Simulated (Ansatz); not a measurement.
CaPt2:
```
CELL_PARAMETERS angstrom
      0.00000     3.82575     3.82575
      3.82575     0.00000     3.82575
      3.82575     3.82575     0.00000
ATOMIC_POSITIONS crystal
  Ca 0.50000 0.50000 0.50000
  Ca 0.75000 0.75000 0.75000
  Pt 0.62500 0.12500 0.12500
  Pt 0.12500 0.12500 0.62500
  Pt 0.12500 0.62500 0.12500
  Pt 0.12500 0.12500 0.12500
```

Relaxed with r²SCAN.

Question: Which orbitals make up the states near the Fermi level in r²SCAN in the plane-wave PAW code Ansatz?

Answer: Within 0.5 eV of the Fermi level: Pt 5d 57 %, Ca 4s 15 %, Pt 6s 9 %, outside the projected shells 18 %. Projections are on Löwdin-orthogonalised atomic valence shells; empty p or d shells of many metals are not among them.

Question: Tabulate the density of states.

Answer: States/eV per cell of 6 atoms, in 0.25 eV bins, energy from the Fermi level.

| E (eV) | total | Pt 5d | Pt 6s | Ca 4s |
|---|---|---|---|---|
| -7.85 | 1.25 | 0.40 | 0.75 | 0.07 |
| -7.60 | 1.38 | 0.46 | 0.82 | 0.05 |
| -7.35 | 1.22 | 0.42 | 0.74 | 0.03 |
| -7.10 | 1.04 | 0.37 | 0.63 | 0.02 |
| -6.85 | 0.80 | 0.29 | 0.47 | 0.01 |
| -6.60 | 0.22 | 0.08 | 0.12 | 0.00 |
| -6.35 | 0.92 | 0.49 | 0.35 | 0.06 |
| -6.10 | 3.99 | 2.74 | 1.07 | 0.12 |
| -5.85 | 5.55 | 3.95 | 1.34 | 0.19 |
| -5.60 | 5.32 | 4.23 | 0.80 | 0.21 |
| -5.35 | 6.33 | 5.31 | 0.67 | 0.25 |
| -5.10 | 7.63 | 6.20 | 0.90 | 0.41 |
| -4.85 | 10.23 | 8.81 | 0.86 | 0.41 |
| -4.60 | 9.99 | 9.14 | 0.36 | 0.32 |
| -4.35 | 9.46 | 8.55 | 0.47 | 0.24 |
| -4.10 | 8.28 | 7.23 | 0.66 | 0.17 |
| -3.85 | 7.63 | 6.74 | 0.54 | 0.10 |
| -3.60 | 9.21 | 7.69 | 0.90 | 0.29 |
| -3.35 | 7.68 | 6.59 | 0.59 | 0.17 |
| -3.10 | 7.71 | 6.75 | 0.52 | 0.10 |
| -2.85 | 7.10 | 6.06 | 0.57 | 0.11 |
| -2.60 | 7.80 | 6.49 | 0.74 | 0.14 |
| -2.35 | 7.09 | 6.11 | 0.53 | 0.10 |
| -2.10 | 9.46 | 8.61 | 0.44 | 0.07 |
| -1.85 | 13.51 | 12.75 | 0.41 | 0.04 |
| -1.60 | 4.85 | 4.47 | 0.24 | 0.01 |
| -1.35 | 6.13 | 5.71 | 0.22 | 0.01 |
| -1.10 | 2.60 | 2.25 | 0.15 | 0.01 |
| -0.85 | 2.39 | 2.01 | 0.14 | 0.02 |
| -0.60 | 2.05 | 1.70 | 0.10 | 0.02 |
| -0.35 | 2.07 | 1.55 | 0.14 | 0.09 |
| -0.10 | 3.47 | 2.17 | 0.33 | 0.51 |
| 0.15 | 4.37 | 2.13 | 0.46 | 0.85 |
| 0.40 | 2.46 | 1.07 | 0.24 | 0.48 |
| 0.65 | 1.66 | 0.56 | 0.17 | 0.48 |
| 0.90 | 3.03 | 0.63 | 0.23 | 1.06 |
| 1.15 | 2.84 | 0.50 | 0.18 | 0.83 |
| 1.40 | 2.04 | 0.34 | 0.08 | 0.37 |
| 1.65 | 1.26 | 0.30 | 0.04 | 0.02 |
| 1.90 | 1.75 | 0.44 | 0.11 | 0.01 |
| 2.15 | 2.74 | 0.70 | 0.32 | 0.03 |
| 2.40 | 5.09 | 1.31 | 0.92 | 0.10 |
| 2.65 | 8.21 | 0.95 | 0.68 | 0.18 |
| 2.90 | 8.87 | 0.77 | 0.58 | 0.09 |
| 3.15 | 6.31 | 0.46 | 0.37 | 0.04 |
| 3.40 | 2.04 | 0.12 | 0.04 | 0.02 |
| 3.65 | 1.52 | 0.08 | 0.02 | 0.01 |
| 3.90 | 2.34 | 0.10 | 0.03 | 0.12 |
| 4.15 | 2.88 | 0.11 | 0.03 | 0.16 |
| 4.40 | 2.69 | 0.10 | 0.02 | 0.11 |
| 4.65 | 1.53 | 0.05 | 0.01 | 0.04 |

Space group Fd-3m (cubic Laves (MgCu2 type)). The first step of the workflow began from a Materials Project structure, measured or hypothetical; the Crystallography Open Database copy checked does not list it. Whether it is the stable phase at ambient conditions was not checked. The cell was relaxed with r²SCAN under the symmetry of its start; its stability against distortions is not shown here. No spin polarisation was allowed. Scalar-relativistic: spin–orbit coupling is off unless named, which matters more the heavier the elements.

Potentials: the later of the program's two PAW sets.
